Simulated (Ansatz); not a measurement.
YRh (CsCl type, space group No. 221) under volume change, the program Ansatz at the LDA level (PAW), scaled uniformly.

| V (Å³/atom) | E − E(relaxed) (meV/atom) | P (GPa) |
|---|---|---|
| 17.124 | 74.1 | 15.23 |
| 17.689 | ___ | ___ |
| 18.253 | 7.4 | 4.29 |
| 18.818 | 0.0 | 0.00 |
| 19.382 | 6.6 | -3.66 |
| 19.947 | 25.1 | -6.77 |
| 20.511 | ___ | ___ |

### Question
Fill in the missing entries.

### Answer

- 20.511, E − E(relaxed) (meV/atom): 53.8
- 20.511, P (GPa): -9.42
- 17.689, E − E(relaxed) (meV/atom): 31.1
- 17.689, P (GPa): 9.33

### Question
What does a third-order Birch–Murnaghan fit give for V₀, B₀ and B′?

### Answer
V₀ = 18.82 Å³/atom, B₀ = 132 GPa, B′ = 4.3.

Space group Pm-3m (CsCl type). The first step of the workflow began from a Materials Project structure, measured or hypothetical; the Crystallography Open Database files this formula in space group No. 221, but the cells were not matched. Its standing as an ambient phase is unchecked. Symmetry was held in the LDA relaxation; of distortions, only those at the zone centre were tested. No spin polarisation was allowed.

Potentials: the later of the program's two PAW sets.
